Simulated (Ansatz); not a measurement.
**Phonons of ZnSe (F-43m)**

```
Zn Se
1.0
     0.00000    2.78376    2.78376
     2.78376    0.00000    2.78376
     2.78376    2.78376    0.00000
Zn Se
1 1
Cartesian
  0.0000 0.0000 0.0000
  4.1756 4.1756 4.1756
```

Unless marked otherwise, the numbers come from LDA, all-electron LAPW in Ansatz 0.2.0, scalar-relativistic. k mesh 8×8×8, fixed occupations, basis error target 1 meV/atom. The cell was relaxed by PAW under this functional, which moved its volume by -5 % from the database entry's.

Atoms are displaced by 0.01 Å in the smallest supercells that hold the wave vectors of a 2×2×2 mesh. Negative values stand for unstable modes. The zone centre has no LO-TO term.

Question: What are the phonon energies at the solved wave vectors, in cm⁻¹?

Answer: 

| q | point | modes (cm⁻¹) |
| --- | --- | --- |
| 0.000 0.000 0.000 | Gamma | 218.0 (×3) |
| 0.500 0.000 0.000 | L | 53.8 (×2), 174.7, 220.1 (×2), 220.8 |
| 0.500 0.500 0.000 | X | 69.6 (×2), 199.8, 205.2, 223.2 (×2) |

Question: Is the structure dynamically stable at these wave vectors?

Answer: Yes, no mode is unstable there; wave vectors off this mesh aren't tested.

Question: How do the optical zone-centre modes decompose, and which are active?

Answer: Point group -43m: Γ_opt = T2.

```tsv
label	cm⁻¹	activity	mostly
T2	218.0	IR and Raman	Zn (55 %)
```

Question: How well do frozen-core PAW files reproduce these all-electron values?

Answer: With a cutoff of 420 eV and displacements of 0.0025 Å, the r.m.s. difference over the modes is 0.1 cm⁻¹; the largest difference is 69.8 (PAW) against 69.6 cm⁻¹ (LAPW).

Question: The cell is scaled evenly to 41.850 and 44.439 Å³ (from 43.144), with free atoms relaxed and the shape held. What are the mode Grüneisen parameters γ = −d ln ω/d ln V?

Answer: For the highest mode, 237.2 cm⁻¹ in the small cell and 210.0 in the large one give γ ≈ 2.03. From the change of the dynamical matrix on each mode:

```tsv
point	cm⁻¹	γ
Gamma	218.0	1.70
L	53.8	-1.68
L	174.7	0.59
L	220.1	1.90
L	220.8	1.78
X	69.6	-1.65
X	199.8	1.38
X	205.2	1.16
X	223.2	2.04
```

Weighted by the modes' heat capacities at 300 K, the mean on this mesh is 0.52; it moves with the q mesh, and a coarse one overweights the zone boundary. Rows under −0.05 (2 here) are modes that soften under compression and pull towards negative thermal expansion.

Question: Linear response on PAW files adds the field. What are the dielectric tensor, the Born charges and the LO shift?

Answer: ε∞ = (7.52, 7.52, 7.52) along x, y, z with local fields. Born charges (xx, yy, zz): Zn1 (1.97, 1.97, 1.97); Se2 (-1.97, -1.97, -1.97). The highest zone-centre mode lies at 217.8 cm⁻¹ without the macroscopic field and at 252.9 cm⁻¹ with it, for q along x. Lyddane-Sachs-Teller then gives ε₀ = ε∞ (ω_LO/ω_TO)² = 10.13. With the ions free to follow the field, the program's ε₀ is (10.13, 10.13, 10.13).

Keep in mind: the frozen-core PAW files of the compared runs were fitted under PBE, their cores solved anew for this functional; field response not resolved by the mesh; semilocal gaps are low, and ε∞ tends to come out large.
